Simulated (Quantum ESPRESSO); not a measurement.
**Band energies of CsPbF$_{3}$**

```
CELL_PARAMETERS angstrom
      4.83141     0.00000     0.00000
      0.00000     4.83141     0.00000
      0.00000     0.00000     4.83141
ATOMIC_POSITIONS crystal
  F  0.00000 0.50000 0.00000
  F  0.50000 0.00000 0.00000
  F  0.00000 0.00000 0.50000
  Cs 0.50000 0.50000 0.50000
  Pb 0.00000 0.00000 0.00000
```

PBEsol (pw.x of Quantum ESPRESSO, ONCV potentials, with spin-orbit coupling); path ΓXMΓRX,MR; energies in eV from the valence-band maximum.

```
k (1/Å)  point  band 44  band 45  band 46  band 47  band 48  band 49  band 50  band 51
-------  -----  -------  -------  -------  -------  -------  -------  -------  -------
0.00         Γ    -3.42     4.47     4.47     4.74     4.74     4.74     4.74     4.98
0.43              -2.57     3.36     3.36     4.93     4.93     5.20     5.20     5.72
0.65         X    -1.99     2.89     2.89     4.85     4.85     5.38     5.38     5.58
0.87              -1.83     2.96     2.96     4.70     4.70     5.50     5.50     5.59
1.30         M    -0.92     2.74     2.74     4.12     4.12     5.63     5.63     5.75
1.67              -2.09     3.44     3.44     4.47     4.47     5.50     5.50     5.80
2.04              -3.40     4.33     4.33     4.76     4.76     4.89     4.89     5.12
2.22         Γ    -3.42     4.47     4.47     4.74     4.74     4.74     4.74     4.98
2.38              -3.41     4.40     4.40     4.73     4.73     4.83     4.83     5.11
2.86              -1.71     3.08     3.08     4.27     4.27     4.48     4.48     6.49
3.19              -0.29     1.85     1.85     3.20     3.20     3.29     3.29     7.29
3.35         R     0.00     1.60     1.60     3.04     3.04     3.04     3.04     7.41
3.53              -0.35     1.91     1.91     3.24     3.24     3.39     3.39     7.26
3.90              -1.54     2.88     2.88     4.31     4.31     5.18     5.18     6.00
4.27         X    -1.99     2.89     2.89     4.85     4.85     5.38     5.38     5.58
4.27         M    -0.92     2.74     2.74     4.12     4.12     5.63     5.63     5.75
4.43              -0.85     2.59     2.59     3.92     3.92     4.99     4.99     5.82
4.92         R     0.00     1.60     1.60     3.04     3.04     3.04     3.04     7.41
```

The PBEsol gap is direct, 1.60 eV at R.

The cell is held in this high symmetry; tilts and polar distortions were not searched.

Geometry of the Materials Project entry, not relaxed at this level.
